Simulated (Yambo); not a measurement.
Absorption of Na₂PtH₆ (space group Fm-3m, No. 225) with and without the electron-hole interaction (Yambo, PBEsol bands; 8×8×8 mesh, 6 valence and 3 conduction bands, static screening with 56 bands and a 3 Ry block, scissor 2.35 eV, Tamm-Dancoff; field along x).

```json
[
 {"E (eV)": "4.87", "Im ε, BSE": "0.25", "Im ε, independent quasiparticles": "0.08"},
 {"E (eV)": "4.97", "Im ε, BSE": "0.28", "Im ε, independent quasiparticles": "0.09"},
 {"E (eV)": "5.07", "Im ε, BSE": "0.32", "Im ε, independent quasiparticles": "0.10"},
 {"E (eV)": "5.17", "Im ε, BSE": "0.38", "Im ε, independent quasiparticles": "0.11"},
 {"E (eV)": "5.27", "Im ε, BSE": "0.45", "Im ε, independent quasiparticles": "0.11"},
 {"E (eV)": "5.37", "Im ε, BSE": "0.55", "Im ε, independent quasiparticles": "0.13"},
 {"E (eV)": "5.47", "Im ε, BSE": "0.68", "Im ε, independent quasiparticles": "0.14"},
 {"E (eV)": "5.57", "Im ε, BSE": "0.88", "Im ε, independent quasiparticles": "0.15"},
 {"E (eV)": "5.67", "Im ε, BSE": "1.20", "Im ε, independent quasiparticles": "0.17"},
 {"E (eV)": "5.77", "Im ε, BSE": "1.74", "Im ε, independent quasiparticles": "0.19"},
 {"E (eV)": "5.88", "Im ε, BSE": "2.78", "Im ε, independent quasiparticles": "0.21"},
 {"E (eV)": "5.98", "Im ε, BSE": "4.95", "Im ε, independent quasiparticles": "0.24"},
 {"E (eV)": "6.08", "Im ε, BSE": "8.35", "Im ε, independent quasiparticles": "0.28"},
 {"E (eV)": "6.18", "Im ε, BSE": "8.43", "Im ε, independent quasiparticles": "0.34"},
 {"E (eV)": "6.28", "Im ε, BSE": "6.81", "Im ε, independent quasiparticles": "0.42"},
 {"E (eV)": "6.38", "Im ε, BSE": "6.79", "Im ε, independent quasiparticles": "0.54"},
 {"E (eV)": "6.48", "Im ε, BSE": "7.21", "Im ε, independent quasiparticles": "0.75"},
 {"E (eV)": "6.58", "Im ε, BSE": "7.80", "Im ε, independent quasiparticles": "1.07"},
 {"E (eV)": "6.68", "Im ε, BSE": "7.05", "Im ε, independent quasiparticles": "1.50"},
 {"E (eV)": "6.78", "Im ε, BSE": "6.16", "Im ε, independent quasiparticles": "2.07"},
 {"E (eV)": "6.88", "Im ε, BSE": "5.58", "Im ε, independent quasiparticles": "2.38"},
 {"E (eV)": "6.98", "Im ε, BSE": "5.04", "Im ε, independent quasiparticles": "2.90"},
 {"E (eV)": "7.08", "Im ε, BSE": "4.46", "Im ε, independent quasiparticles": "3.58"},
 {"E (eV)": "7.18", "Im ε, BSE": "4.15", "Im ε, independent quasiparticles": "4.18"},
 {"E (eV)": "7.28", "Im ε, BSE": "4.37", "Im ε, independent quasiparticles": "4.68"},
 {"E (eV)": "7.38", "Im ε, BSE": "4.59", "Im ε, independent quasiparticles": "5.32"},
 {"E (eV)": "7.48", "Im ε, BSE": "4.10", "Im ε, independent quasiparticles": "5.60"},
 {"E (eV)": "7.58", "Im ε, BSE": "4.14", "Im ε, independent quasiparticles": "5.33"},
 {"E (eV)": "7.68", "Im ε, BSE": "4.27", "Im ε, independent quasiparticles": "5.48"},
 {"E (eV)": "7.78", "Im ε, BSE": "4.33", "Im ε, independent quasiparticles": "5.87"},
 {"E (eV)": "7.88", "Im ε, BSE": "4.35", "Im ε, independent quasiparticles": "5.95"},
 {"E (eV)": "7.98", "Im ε, BSE": "4.71", "Im ε, independent quasiparticles": "5.74"},
 {"E (eV)": "8.08", "Im ε, BSE": "4.54", "Im ε, independent quasiparticles": "5.90"},
 {"E (eV)": "8.19", "Im ε, BSE": "4.96", "Im ε, independent quasiparticles": "5.60"},
 {"E (eV)": "8.29", "Im ε, BSE": "4.31", "Im ε, independent quasiparticles": "4.83"},
 {"E (eV)": "8.39", "Im ε, BSE": "3.85", "Im ε, independent quasiparticles": "4.39"},
 {"E (eV)": "8.49", "Im ε, BSE": "3.51", "Im ε, independent quasiparticles": "4.55"},
 {"E (eV)": "8.59", "Im ε, BSE": "3.42", "Im ε, independent quasiparticles": "5.05"},
 {"E (eV)": "8.69", "Im ε, BSE": "3.20", "Im ε, independent quasiparticles": "5.58"},
 {"E (eV)": "8.79", "Im ε, BSE": "2.72", "Im ε, independent quasiparticles": "5.51"},
 {"E (eV)": "8.89", "Im ε, BSE": "2.59", "Im ε, independent quasiparticles": "4.49"},
 {"E (eV)": "8.99", "Im ε, BSE": "2.50", "Im ε, independent quasiparticles": "3.87"},
 {"E (eV)": "9.09", "Im ε, BSE": "2.67", "Im ε, independent quasiparticles": "3.93"},
 {"E (eV)": "9.19", "Im ε, BSE": "2.54", "Im ε, independent quasiparticles": "4.22"},
 {"E (eV)": "9.29", "Im ε, BSE": "2.85", "Im ε, independent quasiparticles": "4.48"},
 {"E (eV)": "9.39", "Im ε, BSE": "2.68", "Im ε, independent quasiparticles": "4.74"},
 {"E (eV)": "9.49", "Im ε, BSE": "2.16", "Im ε, independent quasiparticles": "4.75"}
]
```

The scissor comes from a G0W0 run whose convergence isn't established. Broadening 0.15 eV. The band window holds all transitions up to 9.6 eV. Fine structure above the onset can come from the mesh.

Without spin-orbit coupling, band edges of such heavy elements can be off by tenths of an eV.

Geometry of the Materials Project entry, not relaxed at this level; primitive cell a = 5.133 Å, b = 5.133 Å, c = 5.133 Å, α = 60.00°, β = 60.00°, γ = 60.00°.

The structure is a Materials Project entry; no match was found in the copy of COD used, and its stability was not checked.
